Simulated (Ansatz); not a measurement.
## Pr (dhcp)

The computed numbers are results of PBEsol, scalar-relativistic (collinear spin) in the plane-wave PAW code Ansatz at 420 eV, 16×16×4 k-mesh, Gaussian smearing of 0.05 eV. The datasets are Ansatz's generated set soft_2.

```xyz
4
Lattice="3.1974 0.0000 0.0000 -1.5987 2.7690 0.0000 0.0000 0.0000 10.5423" Properties=species:S:1:pos:R:3 pbc="T T T"
Pr    0.0000    0.0000    0.0000
Pr    0.0000    0.0000    5.2712
Pr    0.0000    1.8460    2.6356
Pr    1.5987    0.9230    7.9067
```

Magnetic state: ferromagnetic, site spin moments Pr 1.90, 1.91 μB.

The cell is relaxed to zero pressure at this level.

Path: Γ–M–K–Γ–A–L–H–A | L–M | H–K, with Γ = (0.000, 0.000, 0.000), M = (0.500, 0.000, 0.000), K = (0.333, 0.333, 0.000), A = (0.000, 0.000, 0.500), L = (0.500, 0.000, 0.500), H = (0.333, 0.333, 0.500) in reciprocal vectors of the calculation's cell.

Task: Is it a metal or an insulator, and if it has a gap, where are the band edges on this path?

Result: A metal: bands cross the Fermi level.

Bands as a text map, energy in eV from the Fermi level (dashes), each leg drawn with the same width, + spin up, o spin down, # both:
```
  1.71 |+###oo#oo##o#oo##o###++######o#o#ooooooooooooo##o#oooo#oooooooooooo
  1.50 |#####o####oo#ooo##########ooo#o#o#oooo##oooooooo#oooooo####oooooooo
  1.29 |oo##oooooo####o##oo##ooooooooo##oo#o##oo##o###o#ooo####oooooooooooo
  1.07 |ooo######o######o##ooooooooooooooo +  ooo###oo+ooo++###############
  0.86 |oo oo##oo#++######oo ooooooooooo+ ooooo###+#oo#oooooo    oo++##+++#
  0.64 |#####++#######+###++#######+++##++++++++++#++++#+++++########+++##+
  0.43 |#########++#+++###############+#####+++++#+#++#+###########++++#+++
  0.21 |####+#+++###++++###########oo #++++ ###+#+#+#+## o #####+++#++#++++
  0.00 |++#+##+++#++++++##+##++++++++#+#+++++++#+#+#+#++#+++++++#+++##+++++
 -0.21 |++##++###++##++##++#++++++++ +#+++++++++###+####+ +++++++###++#++++
 -0.43 |+++#+++o#+##+# ++###++++++++++ +#++    oo+ #  + ++ ++++++#o o +#o  
 -0.64 |++#+#+   ##+o oo++##++++++++++++   ++++#++++#+o+++++++++#  ++#o  oo
 -0.86 |  +oo +++oo#+oo++oo+o         +o o    o +++ +###       o ++++ +oooo
 -1.07 | o++ ooo##+# + o ++#o         o #    o +   + o o    ooooo#o +  ++  
 -1.29 |o ##+    +++# ++o#+  ooooo    oo  ooo #+    + ++  oo o  +    ++  ++
 -1.50 | +  o+oo# o# ###o +#+  oooo  o++ #   o      o+++o  oo+++#oo    ++##
 -1.71 |+##+o#++ #o +o o++  o++++ oooo++# #o#++    o     oo####o ++   ooo  
 -1.93 |#  ++ #+# ++o+++   + #####+oo+   + +  ooooo +   +o++# ooo++ooo   ++
 -2.14 | ++  o o o+o + ++   #    +#+++  +o+++#     +     ++++++++oo  ++++  
 -2.36 |+o  +++ ++o +        +++##+++     ooo +++++      +o###++   ++      
 -2.57 |o    +o#o# +         ooo  ++     +   +              oooo###        
 -2.79 | +    +o# +         +   ++        +++             ++++ oooo        
 -3.00 |+     ++ +           +++                             ++++++        
 -3.21 |       ++                                               +++        
 -3.43 |                                                                   
 -3.64 |                                                                   
 -3.86 |                                                                   
 -4.07 |                                                                   
        Γ      M      K      Γ      A      L      H      AL       MH      K
```

Without a U the open 4f shell is pinned at the Fermi level, an artefact: in the real crystal it splits into occupied and empty levels away from it, and its large orbital moment is missing here. These numbers lack spin–orbit coupling. The run wasn't fully tested for a lower electronic state. Site moments are of spin, integrated over atomic spheres.

The open shells may stand above their lowest state, and forces and pressures are less sure for it.
